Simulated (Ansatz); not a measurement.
Relaxed-ion elastic tensor of CdSiP2 (chalcopyrite, I-42d) in GPa (Voigt order), DFT-LDA in the program Ansatz with PAW potentials; density 4.12 g/cm³, 20.40 Å³ per atom.

```
      1     2     3     4     5     6
-  ----  ----  ----  ----  ----  ----
1   131  66.0  70.6   0.0   0.0   0.0
2  66.0   131  70.6   0.0   0.0   0.0
3  70.6  70.6   117   0.0   0.0   0.0
4   0.0   0.0   0.0  57.0   0.0   0.0
5   0.0   0.0   0.0   0.0  57.0   0.0
6   0.0   0.0   0.0   0.0   0.0  56.2
```

### Question
Is the crystal mechanically stable?

### Answer
Yes: the smallest eigenvalue of C is 49.1 GPa.

### Question
Work out the Voigt, Reuss and Hill averages.

### Answer
K_V = 88.1, K_R = 87.9, K_H = 88.0; G_V = 45.4, G_R = 40.2, G_H = 42.8 GPa.

### Question
Give Young's modulus, Poisson's ratio, Pugh's ratio and the universal anisotropy index.

### Answer
E = 9KG/(3K + G) = 110 GPa; ν = 0.29; K/G = 2.06 (ductile by the Pugh limit of 1.75); A_U = 5G_V/G_R + K_V/K_R − 6 = 0.66.

### Question
Estimate the sound speeds and the Debye temperature.

### Answer
v_l = √((K + 4G/3)/ρ) = 5930 m/s, v_t = √(G/ρ) = 3220 m/s, mean 3600 m/s; Θ = (h/k)(3n/4πV)^(1/3) v_m = 392 K.

### Question
Solve the Christoffel equation for the three sound speeds along x, y, z.

### Answer
Eigenvalues of C_ijkl n_j n_l equal ρv² (piezoelectric stiffening left out). In km/s, slowest first: x 3.69, 3.72, 5.63; y 3.69, 3.72, 5.63; z 3.72, 3.72, 5.32.

### Question
How much does each axis shrink under pressure?

### Answer
Linear compressibilities β_i = Σ_j S_ij (j = 1 to 3): x 3.6, y 3.6, z 4.3 per TPa.

Symmetry was held in the LDA relaxation.

Potentials: the later of the program's two PAW sets.
